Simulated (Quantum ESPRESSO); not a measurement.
```xyz
9
Lattice="4.9150 0.0000 0.0000 -2.4575 4.2565 0.0000 0.0000 0.0000 5.4313" Properties=species:S:1:pos:R:3 pbc="T T T"
Si     1.3251     2.2952     0.0000
Si     2.2647     0.0000     1.8104
Si    -1.1323     1.9613     3.6209
O      0.3073     1.7596     4.2630
O      0.7800     3.6428     0.6421
O     -1.0873     3.1106     2.4525
O      1.3702     1.1459     1.1683
O      2.7648     2.4969     4.7892
O      3.2375     0.6137     2.9788
```
The cell was made here from a computed Materials Project entry: Si1 and its equivalents moved by 0.04 Å along (0.50, 0.87, 0.00), space group kept. The parent is SiO2 in P3₁21. Stability against distortions was not tested.

A lattice sum over point charges, one formal value an element (Si +4, O -2), with no Sternheimer factor, costs far less than a self-consistent run. Taken along the main axis of each site's self-consistent tensor, it gives:

```
site                        V along that axis, point charges (a.u.)
--------------------------  ---------------------------------------
Si (atoms 1, 2, 3)                                           -0.004
O (atoms 4, 5, 6, 7, 8, 9)                                    0.415
```

How do the values of the PAW reconstruction of the field gradient on a scalar-relativistic PBE ground state (a modified build of Quantum ESPRESSO, JTH datasets) compare?


```tsv
site	Vzz, PAW (a.u.)	PAW over point charges
Si	-0.230	62
O	0.931	2.2
```
  Cores are frozen. Against all-electron runs on small test molecules, this scheme's |Vzz| missed by −6 % on Si, −2 to +6 % on O.
